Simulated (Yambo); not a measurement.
A G0W0@PBEsol run in Yambo for CaO2H2 (space group P-3m1, No. 164) (6×6×4 Γ-centred k mesh, 100 bands and a 8 Ry block in the screening, 100 bands in G with the Bruneval-Gonze terminator, plasmon pole fitted at 27.2 eV) gives these matrix elements, in eV, at the band edges (Γ → Γ):

```csv
state,E0,<Vxc>,<Σx>,<Σc(E0)>,Z
valence edge,0.000,-19.352,-25.255,3.997,0.802
conduction edge,4.187,-10.042,-5.682,-3.283,0.865
```

Q: Solve the linearised quasiparticle equation for both states, give the gap, and say how exchange and correlation each act on it.

A: E = E0 + Z(Σx + Σc − Vxc). Valence: 0.000 + 0.802 × (-25.255 + (3.997) − (-19.352)) = -1.53 eV. Conduction: 4.187 + 0.865 × (-5.682 + (-3.283) − (-10.042)) = 5.12 eV. The gap is 6.65 eV, against 4.19 eV in PBEsol. Replacing Vxc by bare exchange alone would open it by 10.26 eV; correlation takes back 7.28 eV of that, and Z scales what is left. Nearest settings tried, and what they do to the gap: 64 bands in G: -2 meV; 3 Ry block (35 vectors against 135): -107 meV; 3×3×2 mesh: +7 meV. Not varied: bands in W. So the settings aren't converged at that level. 

Geometry relaxed with PBE+D3(BJ); primitive cell a = b = 3.5812 Å, c = 4.7625 Å, α = β = 90.00°, γ = 120.00°.
